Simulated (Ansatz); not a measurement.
CuI in space group P-6m2 (No. 187; Cu on 1a, I on 1f) at seven volumes, r²SCAN in the plane-wave PAW code Ansatz, shape and atoms relaxed at each. One row is withheld.

```
V (Å³/atom)  P (GPa)
-----------  -------
22.554             ?
23.297          2.92
24.041          1.36
24.784          0.00
25.528         -1.15
26.271         -2.14
27.015         -2.96
```

Task: Fit the shown pressures and predict the withheld one.

Result: P = (3/2)B₀(x^(7/2) − x^(5/2))[1 + (3/4)(B′ − 4)(x − 1)] with x = (V₀/V)^(2/3). Least squares on the six rows gives V₀ = 24.785 Å³/atom, B₀ = 41.4 GPa, B′ = 4.27. At V = 22.554, x = 1.0649 and P = 4.78 GPa. The run itself gave 4.81 GPa.

The cell is a constructed one: a structure type filled with these elements; neither database checked (COD, Materials Project) lists it. It is not the phase usual at ambient conditions (space group No. 216). The r²SCAN relaxation kept the symmetry of its start; its stability against distortions is not shown here. The run is not spin-polarised. Spin–orbit coupling is left out wherever it is not named.

Potentials: the later of the program's two PAW sets.
